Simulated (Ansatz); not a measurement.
La2GeI2:
```yaml
crystal:
  lattice:
    - [4.38529, 0.00000, 0.00000]
    - [-2.19265, 3.79777, 0.00000]
    - [0.00000, 0.00000, 10.57789]
  atoms:
    - { symbol: La, position: [0.66667, 0.33333, 0.65712] }
    - { symbol: La, position: [0.33333, 0.66667, 0.34288] }
    - { symbol: Ge, position: [0.00000, 0.00000, 0.50000] }
    - { symbol: I, position: [0.33333, 0.66667, 0.84667] }
    - { symbol: I, position: [0.66667, 0.33333, 0.15333] }
```

Relaxed with LDA. Special points in fractions of this cell's reciprocal vectors: Γ (0.000, 0.000, 0.000); M (0.500, 0.000, 0.000); K (0.333, 0.333, 0.000); A (0.000, 0.000, 0.500); L (0.500, 0.000, 0.500); H (0.333, 0.333, 0.500).

Question: List the band energies nearest the valence-band maximum at these points for LDA (plane waves, PAW; program Ansatz).

Answer: In eV from the valence-band maximum; about four levels below and three above (degenerate sets whole), none deeper than 8.9 eV; points with the same levels are listed once.

```csv
k,below,above
Γ,-2.41 -2.41 -0.50 -0.03 -0.03,1.65 1.68 1.68
M,-2.50 -0.90 -0.29 -0.04,0.14 1.94 2.07
K,-2.67 -2.67 -0.78 -0.78 -0.37,1.68 1.79 1.79
A,-2.31 -2.31 -1.02 -0.07 -0.07,1.59 1.70 1.70
L,-2.58 -1.13 -0.35 0.00,0.33 1.77 2.05
H,-2.68 -2.68 -0.79 -0.79 -0.37,1.76 1.86 1.86
```

Space group P-3m1. The workflow started from a Materials Project entry (that database holds measured and hypothetical structures alike); the Crystallography Open Database files this formula in space group No. 164, but the cells were not matched. Its standing as an ambient phase is unchecked. The cell was relaxed with LDA under the symmetry of its start; whether a distortion lowers the energy is not shown. A crystal of weakly bound layers computed without a dispersion correction: the cell and the soft elastic constants depend strongly on that. Scalar-relativistic: spin–orbit coupling is off unless named, which matters more the heavier the elements.

Potentials: the later of the program's two PAW sets.
